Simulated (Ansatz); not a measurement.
LaHg:
```yaml
crystal:
  lattice:
    - [3.89959, 0.00000, 0.00000]
    - [0.00000, 3.89959, 0.00000]
    - [0.00000, 0.00000, 3.89959]
  atoms:
    - { symbol: Hg, position: [0.00000, 0.00000, 0.00000] }
    - { symbol: La, position: [0.50000, 0.50000, 0.50000] }
```

Relaxed with r²SCAN. Special points in fractions of this cell's reciprocal vectors: Γ (0.000, 0.000, 0.000); X (0.000, 0.500, 0.000); M (0.500, 0.500, 0.000); R (0.500, 0.500, 0.500).

Q: List the band energies nearest the Fermi level at these points for r²SCAN in the plane-wave PAW code Ansatz.

A: In eV from the Fermi level; about four levels below and three above (degenerate sets whole), none deeper than 8.9 eV; points with the same levels are listed once.

```csv
k,below,above
Γ,-7.55 -7.55 -7.55 -7.32 -0.01 -0.01,1.54 1.54 1.54
X,-7.52 -7.52 -4.80 -2.82 -0.08,0.88 0.88 1.59
M,-7.74 -7.74 -7.22 -5.07,0.08 0.08 0.66
R,-2.99 -2.26 -2.26 -2.26,1.71 1.71 1.71
```

Space group Pm-3m (CsCl type). The workflow started from an entry of the Crystallography Open Database (COD). Whether it is the stable phase at ambient conditions was not checked. The r²SCAN relaxation kept the symmetry of its start; whether a distortion lowers the energy is not shown. Spin–orbit coupling is left out wherever it is not named.

Potentials: the later of the program's two PAW sets.
